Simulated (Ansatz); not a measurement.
Bi2Te3:
```yaml
crystal:
  lattice:
    - [2.19363, 1.26649, 10.09522]
    - [-2.19363, 1.26649, 10.09522]
    - [0.00000, -2.53298, 10.09522]
  atoms:
    - { symbol: Bi, position: [0.59985, 0.59985, 0.59985] }
    - { symbol: Bi, position: [0.40015, 0.40015, 0.40015] }
    - { symbol: Te, position: [0.79069, 0.79069, 0.79069] }
    - { symbol: Te, position: [0.20931, 0.20931, 0.20931] }
    - { symbol: Te, position: [0.00000, 0.00000, 0.00000] }
```

Relaxed with PBE+D3(BJ). Special points in fractions of this cell's reciprocal vectors: Γ (0.000, 0.000, 0.000); T (0.500, 0.500, 0.500); H2 (0.823, 0.177, 0.500); H0 (0.500, -0.177, 0.177); L (0.500, 0.000, 0.000); S0 (0.339, -0.339, 0.000); S2 (0.661, 0.000, 0.339); F (0.500, 0.000, 0.500).

Q: List the band energies nearest the Fermi level at these points for plane-wave PAW PBE+D3(BJ) with spin–orbit coupling (Ansatz code).

A: In eV from the Fermi level; about four levels below and three above (degenerate sets whole), none deeper than 8.9 eV; points with the same levels are listed once.

```
k                     below                above
--  -----------------------  -------------------
Γ   -0.57 -0.57 -0.56 -0.56  0.17 0.17 0.87 0.87
T   -0.86 -0.86 -0.27 -0.27  0.14 0.14 0.49 0.49
H2  -0.94 -0.94 -0.71 -0.71  0.80 0.80 1.75 1.75
L   -0.94 -0.94 -0.31 -0.31  0.27 0.27 1.42 1.42
S0  -1.34 -1.34 -0.60 -0.60  0.80 0.80 2.03 2.03
F   -1.46 -1.46 -0.76 -0.76  0.78 0.78 1.52 1.52
```

Space group R-3m. Symmetry was held in the PBE+D3(BJ) relaxation.

Potentials: the earlier of the program's two PAW sets.
